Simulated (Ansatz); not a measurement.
ScF₃:
```
ScF3
1.0
    3.97267     0.00000     0.00000
    0.00000     3.97267     0.00000
    0.00000     0.00000     3.97267
Sc F
1 3
Direct
  0.00000   0.00000   0.00000
  0.00000   0.00000   0.50000
  0.50000   0.00000   0.00000
  0.00000   0.50000   0.00000
```

Relaxed with LDA. Special points in fractions of this cell's reciprocal vectors: Γ (0.000, 0.000, 0.000); X (0.000, 0.500, 0.000); M (0.500, 0.500, 0.000); R (0.500, 0.500, 0.500).

Q: List the band energies nearest the valence-band maximum at these points for LDA (plane waves, PAW; program Ansatz).

A: In eV from the valence-band maximum; about four levels below and three above (degenerate sets whole), none deeper than 8.9 eV; points with the same levels are listed once.

```csv
k,below,above
Γ,-0.62 -0.62 -0.62 -0.54 -0.54 -0.54,6.36 6.36 6.36
X,-1.23 -1.23 -0.75 -0.56 -0.56,6.41 7.34 7.34
M,-1.20 -1.20 -1.01 -1.01 -0.01,7.38 7.38 8.06
R,-2.40 -2.40 -2.40 0.00 0.00 0.00,8.11 8.11 8.11
```

Space group Pm-3m (ReO3 type). The first step of the workflow began from a Materials Project structure, measured or hypothetical; the Crystallography Open Database files this formula in space group No. 221, but the cells were not matched. Whether it is the stable phase at ambient conditions was not checked. The cell was relaxed with LDA under the symmetry of its start; phonons on a q-mesh show weakly imaginary modes. The run is not spin-polarised.

Potentials: the earlier of the program's two PAW sets.
